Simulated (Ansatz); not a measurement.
SiO2 (rutile)

```
CELL_PARAMETERS angstrom
      8.47176     0.00000     0.00000
      0.00000     4.23588     0.00000
      0.00000     0.00000     2.68991
ATOMIC_POSITIONS crystal
  Si 0.25000 0.50000 0.50000
  Si 0.75000 0.50000 0.50000
  Si 0.00000 0.00000 0.00000
  Si 0.50000 0.00000 0.00000
  O  0.40349 0.80699 0.50000
  O  0.90349 0.80699 0.50000
  O  0.15349 0.69301 0.00000
  O  0.65349 0.69301 0.00000
  O  0.34651 0.30699 0.00000
  O  0.84651 0.30699 0.00000
  O  0.09651 0.19301 0.50000
  O  0.59651 0.19301 0.50000
```

A phonon eigenvector at X = (0.5, 0.0, 0.0) is frozen into this cell: atom i moves by Q times the vector below, so Q is the largest atomic displacement, in Å. The cell is held. It is one choice among 2 degenerate patterns. (q is in reciprocal vectors of the primitive cell; the cell shown is doubled to hold the pattern.)

```json
[
 {"atom": "Si3", "x": "-0.959", "y": "-0.237", "z": "0.000"},
 {"atom": "Si4", "x": "0.959", "y": "0.237", "z": "0.000"},
 {"atom": "O5", "x": "-0.711", "y": "-0.584", "z": "0.000"},
 {"atom": "O6", "x": "0.711", "y": "0.584", "z": "0.000"},
 {"atom": "O7", "x": "0.781", "y": "-0.624", "z": "0.000"},
 {"atom": "O8", "x": "-0.781", "y": "0.624", "z": "0.000"},
 {"atom": "O9", "x": "-0.781", "y": "0.624", "z": "0.000"},
 {"atom": "O10", "x": "0.781", "y": "-0.624", "z": "0.000"},
 {"atom": "O11", "x": "0.711", "y": "0.584", "z": "0.000"},
 {"atom": "O12", "x": "-0.711", "y": "-0.584", "z": "0.000"}
]
```

Atoms not listed stay in place.

Calculation: PBE (plane waves to 420 eV, PAW, scalar-relativistic; Ansatz, a quantum-chemistry and plane-wave program). k mesh 4×8×12 (Γ-centred), Fermi-Dirac smearing 0.05 eV. E stands for the smeared free energy. As the smearing reaches across the gap at some points, energies and forces of such displacements shift with the k mesh and the smearing. SiO2 was relaxed with its symmetry unable to fall. The PAW data are Ansatz's earlier set. The zero of ΔE is the undisplaced structure. The last digit holds for this mesh only.

```csv
Q (Å),ΔE (meV/cell)
-0.2800,20327.7
-0.2333,14757.9
-0.1867,9813.3
-0.1400,5608.8
-0.0933,withheld
-0.0467,626.6
0.0000,0.0
0.0467,626.6
0.0933,withheld
0.1400,5608.8
0.1867,9813.3
0.2333,14757.9
0.2800,20327.7
```

### Question
Fit an even polynomial form (powers 2, 4, 6) to the given rows and predict ΔE at Q = -0.0933.

### Answer
Least squares on the 11 given rows: ΔE = (295000)·Q² + (-380000)·Q⁴ + (-977300)·Q⁶, in meV/cell with Q in Å; root-mean-square residual 19.17 meV/cell. At -0.0933 the fit gives 2538.5 meV/cell; the calculation gives 2502.8 meV/cell, so the interpolation is off by 35.7 (+1.4 %). The quadratic term alone would give 2567.9 meV/cell.

(For displaced atoms, the force is minus the slope of the energy, and its curvature is a force constant, which sets phonon frequencies.)
